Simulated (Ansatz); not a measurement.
# NaFeO2-type CsGdS₂

The computed numbers are results of PBEsol, scalar-relativistic (collinear spin) in the plane-wave PAW code Ansatz at 420 eV, 8×8×8 k-mesh, Gaussian smearing of 0.05 eV. The datasets are Ansatz's generated set soft_2.

```yaml
crystal:
  lattice:
    - [2.03979, 1.17767, 7.92808]
    - [-2.03979, 1.17767, 7.92808]
    - [0.00000, -2.35534, 7.92808]
  atoms:
    - { symbol: Cs, position: [0.50000, 0.50000, 0.50000] }
    - { symbol: Gd, position: [0.00000, 0.00000, 0.00000] }
    - { symbol: S, position: [0.27187, 0.27187, 0.27187] }
    - { symbol: S, position: [0.72813, 0.72813, 0.72813] }
```

The start was a prototype's sites filled with these elements; the Crystallography Open Database holds the compound in this structure.

Magnetic state: ferromagnetic, site spin moments Gd 6.89 μB.

The cell is relaxed to zero pressure at this level.

Path: Γ–T–H2 | H0–L–Γ–S0 | S2–F–Γ, with Γ = (0.000, 0.000, 0.000), T = (0.500, 0.500, 0.500), H2 = (0.819, 0.181, 0.500), H0 = (0.500, -0.181, 0.181), L = (0.500, 0.000, 0.000), S0 = (0.341, -0.341, 0.000), S2 = (0.659, 0.000, 0.341), F = (0.500, 0.000, 0.500) in reciprocal vectors of the calculation's cell.

**Question.** Is it a metal or an insulator, and if it has a gap, where are the band edges on this path?

**Answer.** An insulator with a gap of 1.73 eV on the path, the valence band topping at Γ and the conduction band bottoming at F; the smallest direct gap is 1.82 eV.

Bands as a text map, energy in eV from the Fermi level (dashes), each leg drawn with the same width, + spin up, o spin down, # both:
```
  4.86 |o+  oo### o#o#+++++++   o###oo#o## o+#+++## ++###+o+ooo
  4.57 |#ooo++oo ###+###o    ##o+ +o+####ooo#+ ##+ ooooooo+o+##
  4.29 |+++#o#++oo#+    +  ooo +o o+ +#+#+#+#o#  o# o    oo+ #+
  4.00 |    +   + o++ ooo#o  ++++#oo#o+ +o ++ ooo o##++++ o o+ 
  3.71 |         #+  +oo  #+++  +++ o+   ###o#o  o++ oooo+ o#  
  3.43 |        oo+  o++++++      +++o    o+# +++++++++++o#oo  
  3.14 | oooooooo+  o ++oo #       # #o o#+oo+#  +       ++#+o 
  2.86 |oooooo  +o o #oo  o #     #+#oooooo +o ooo         +o#o
  2.57 |+++++###oooo#   ++ o #ooo#  #++++#++  +++ o        o# +
  2.29 |++###+++++++ +++  + o +++  o #+++++ ++   +           #+
  2.00 |##++     + ++      ++oooooo ++###         +o      o+++#
  1.71 |                     +    ++               +o    o+    
  1.43 |ooooooooo             ++++  oooooo          +oo o   ooo
  1.14 |ooooooooooooooooooooooooooooooooooooooooooooo#ooo#ooooo
  0.86 |oooooooooooooooooooooooooooooooooooooooooooooo###oooooo
  0.57 |                                                       
  0.29 |                                                       
  0.00 |-------------------------------------------------------
 -0.29 |                                                       
 -0.57 |                                                       
 -0.86 |++++++++                      +++                    ++
 -1.14 |o##+    +++                +++ooo++                 ++o
 -1.43 |oooo#ooo##o#              +#o#ooo####        +++++++ooo
 -1.71 |   oo+++ o# #   o###++####oo o   oo  ##    ###ooo#oo+  
 -2.00 |     oooo ######+########   #     +#o#o####o#       o  
 -2.29 |           ####### #++######      o###########ooooo#   
 -2.57 |ooooooooo##+#oooo#####+++++##oooo## #oooooo##########oo
 -2.86 |++++++++#o   ++++  oooooooo##++++++####++#++++++++##+++
        Γ      T      HH       L       Γ       SS      F      Γ
```

Formal charges Cs⁺, Gd³⁺, S²⁻ leave Gd³⁺ with an open 4f⁷ shell. A part-filled shell gives a gap only if something splits it: here on each such atom exchange fills one spin channel and leaves the other empty, so the half-filled shell acts almost as a closed one, and the gap is 1.73 eV.

Within 0.6 eV of the edges the projected states are 90 % S 3p at the top of the valence band and 95 % Gd 4f at the bottom of the conduction band. Without a U the empty f levels lie too low, so this edge is partly the functional's doing; with a U it could pass to the Gd d band and the gap widen.

Semilocal functionals without a U place occupied f levels too high and empty ones too low, so gaps that touch them come out too small. No spin–orbit coupling, a notable omission for heavy elements. The run wasn't fully tested for a lower electronic state. Site moments are of spin, integrated over atomic spheres. Only parallel moments were tried, so the real magnetic order may be another.
